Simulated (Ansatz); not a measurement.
Given:

BN (h-BN type, space group P6_3/mmc)

```cif
data_B2N2
_chemical_formula_sum 'B2 N2'
_space_group_name_H-M_alt 'P 1'
_space_group_IT_number 1
_cell_length_a 2.50580
_cell_length_b 2.50580
_cell_length_c 6.61621
_cell_angle_alpha 90.000
_cell_angle_beta 90.000
_cell_angle_gamma 120.000
loop_
_space_group_symop_operation_xyz
  'x, y, z'
loop_
_atom_site_label
_atom_site_type_symbol
_atom_site_fract_x
_atom_site_fract_y
_atom_site_fract_z
_atom_site_occupancy
B1 B 0.33333 0.66667 0.25000 1
B2 B 0.66667 0.33333 0.75000 1
N1 N 0.33333 0.66667 0.75000 1
N2 N 0.66667 0.33333 0.25000 1
```

E(V) scan at fixed shape, V₀ the volume above. Symmetry pins the atoms to their sites.

Level of theory: PBE-D3(BJ) (plane waves to 420 eV, PAW, scalar-relativistic; Ansatz, a quantum-chemistry and plane-wave program). k mesh 15×15×5 (Γ-centred), Fermi-Dirac smearing 0.05 eV. Energies are smeared free energies. Stress and pressure are positive under compression. With the shape held, the modulus is that of even scaling; a crystal free to change shape is softer. BN was relaxed with its symmetry unable to fall. The PAW data are Ansatz's earlier set. ΔE is measured from the relaxed starting cell.

The scan covers V/V₀ from 0.900 to 1.100 in 9 points.

What is ΔE at V/V₀ = 0.900?

80.2 meV/atom.

What pressure does the cell carry at V/V₀ = 0.900?

31.1 GPa.

What is ΔE at V/V₀ = 1.100?

58.7 meV/atom.

(A scan under strain: stresses follow from slopes of the energy per volume, elastic moduli from its curvatures.)
